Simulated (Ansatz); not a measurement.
CoO (rock salt)

```xyz
2
Lattice="0.0000 2.1239 2.1239 2.1239 0.0000 2.1239 2.1239 2.1239 0.0000" Properties=species:S:1:pos:R:3 pbc="T T T"
O      0.0000     0.0000     0.0000
Co     2.1239     2.1239     2.1239
```

This relaxed cell (volume V₀) is scaled evenly in all directions, its shape held. Symmetry pins the atoms to their sites.

Calculation: PBE (plane waves to 420 eV, PAW, scalar-relativistic; Ansatz, a first-principles code). k mesh 19×19×19 (Γ-centred), Fermi-Dirac smearing 0.05 eV. Energies are smeared free energies. Stress and pressure are positive under compression. CoO is run spin-polarised and with no Hubbard U; the real compound is an antiferromagnetic insulator, a state that this run doesn't describe. CoO was relaxed with its symmetry unable to fall. Relaxed CoO ends ferromagnetic. The magnetic order is the one the run started from; other orders were not tried. The zero of ΔE is the relaxed starting cell. The last digit holds for this mesh only.

```tsv
V (Å³/atom)	ΔE (meV/atom)
8.623	54.7
8.814	34.2
9.006	18.8
9.197	8.1
9.389	2.0
9.581	0.0
9.772	2.0
9.964	7.7
10.155	withheld
10.347	29.4
10.539	44.7
```

Fit a third-order Birch-Murnaghan form (E₀, V₀, B₀, B₀′ free) to the given rows and predict ΔE at V = 10.155.

Least squares on the 10 given rows: ΔE = E₀ + (9V₀B₀/16)·y²·[2 + (B₀′ − 4)y], y = (V₀/V)^(2/3) − 1, with V₀ = 9.577 Å³/atom, B₀ = 165.2 GPa (160.2 GPa = 1 eV/Å³; the term in eV is multiplied by 1000), B₀′ = 2.28, E₀ = 0.02 meV/atom; root-mean-square residual 0.05 meV/atom. At 10.155 the fit gives 16.9 meV/atom; the calculation gives 16.9 meV/atom, the same to the digits shown. For the pressure the fit gives -9.0 GPa against the computed -9.1 GPa.

(A scan under strain: stresses follow from slopes of the energy per volume, elastic moduli from its curvatures.)
